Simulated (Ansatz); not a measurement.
SiRu$_{3}$:
```xyz
4
Lattice="0.0000 3.0077 3.0077 3.0077 0.0000 3.0077 3.0077 3.0077 0.0000" Properties=species:S:1:pos:R:3 pbc="T T T"
Si     0.0000     0.0000     0.0000
Ru     3.0077     3.0077     3.0077
Ru     1.5038     1.5038     1.5038
Ru     4.5115     4.5115     4.5115
```

Relaxed with PBE. Special points in fractions of this cell's reciprocal vectors: Γ (0.000, 0.000, 0.000); X (0.500, 0.000, 0.500); U (0.625, 0.250, 0.625); K (0.375, 0.375, 0.750); L (0.500, 0.500, 0.500); W (0.500, 0.250, 0.750).

Problem. List the band energies nearest the Fermi level at these points for plane-wave PAW PBE (Ansatz code).

Solution. In eV from the Fermi level; about four levels below and three above (degenerate sets whole), none deeper than 8.9 eV; points with the same levels are listed once.

```tsv
k	below	above
Γ	-3.36 -3.36 -3.36 -0.52 -0.52 -0.52	0.18 0.18 0.31 0.31
X	-1.15 -1.15 -0.90 -0.45 -0.31	0.22 0.55 0.55
U	-2.00 -1.88 -0.97 -0.64	0.06 0.63 0.76
L	-2.46 -2.46 -2.02 -0.12 -0.12	0.04 0.04 0.50
W	-0.72 -0.38 -0.28 -0.28	0.87 0.87 1.33
```

Space group Fm-3m. A made-up cell: these elements were put on the sites of a structure type; neither database checked (COD, Materials Project) lists it. Whether it is the stable phase at ambient conditions was not checked. The cell was relaxed with PBE under the symmetry of its start; whether a distortion lowers the energy is not shown. The run is not spin-polarised. Scalar-relativistic: spin–orbit coupling is off unless named, which matters more the heavier the elements.

Potentials: the later of the program's two PAW sets.
